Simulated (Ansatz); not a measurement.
Relaxed-ion elastic tensor of WO2 in space group P4_2/mnm (No. 136; W on 2b, O on 4g) in GPa (Voigt order), PBEsol in the plane-wave PAW code Ansatz; density 10.93 g/cm³, 10.93 Å³ per atom.

```tsv
	1	2	3	4	5	6
1	457	347	169	0.0	0.0	0.0
2	347	457	169	0.0	0.0	0.0
3	169	169	537	0.0	0.0	0.0
4	0.0	0.0	0.0	156	0.0	0.0
5	0.0	0.0	0.0	0.0	156	0.0
6	0.0	0.0	0.0	0.0	0.0	367
```

Q: Is the crystal mechanically stable?

A: Yes: the smallest eigenvalue of C is 110 GPa.

Q: Work out the Voigt, Reuss and Hill averages.

A: K_V = 313, K_R = 312, K_H = 313; G_V = 187, G_R = 129, G_H = 158 GPa.

Q: Give Young's modulus, Poisson's ratio, Pugh's ratio and the universal anisotropy index.

A: E = 9KG/(3K + G) = 405 GPa; ν = 0.28; K/G = 1.98 (ductile by the Pugh limit of 1.75); A_U = 5G_V/G_R + K_V/K_R − 6 = 2.24.

Q: Estimate the sound speeds and the Debye temperature.

A: v_l = √((K + 4G/3)/ρ) = 6920 m/s, v_t = √(G/ρ) = 3800 m/s, mean 4240 m/s; Θ = (h/k)(3n/4πV)^(1/3) v_m = 568 K.

Q: How much does each axis shrink under pressure?

A: Linear compressibilities β_i = Σ_j S_ij (j = 1 to 3): x 0.98, y 0.98, z 1.2 per TPa.

The workflow started from a Materials Project entry (that database holds measured and hypothetical structures alike); the Crystallography Open Database files this formula in space group No. 136, but the cells were not matched. Whether it is the stable phase at ambient conditions was not checked. Symmetry was held in the PBEsol relaxation; of distortions, only those at the zone centre were tested. The workflow began spin-polarised and lost its moments. No Hubbard U is applied. As this level gives no gap, shear constants depend on the k-mesh and smearing (Fermi–Dirac, 0.1 eV here). Spin–orbit coupling is left out wherever it is not named.

Potentials: the later of the program's two PAW sets.
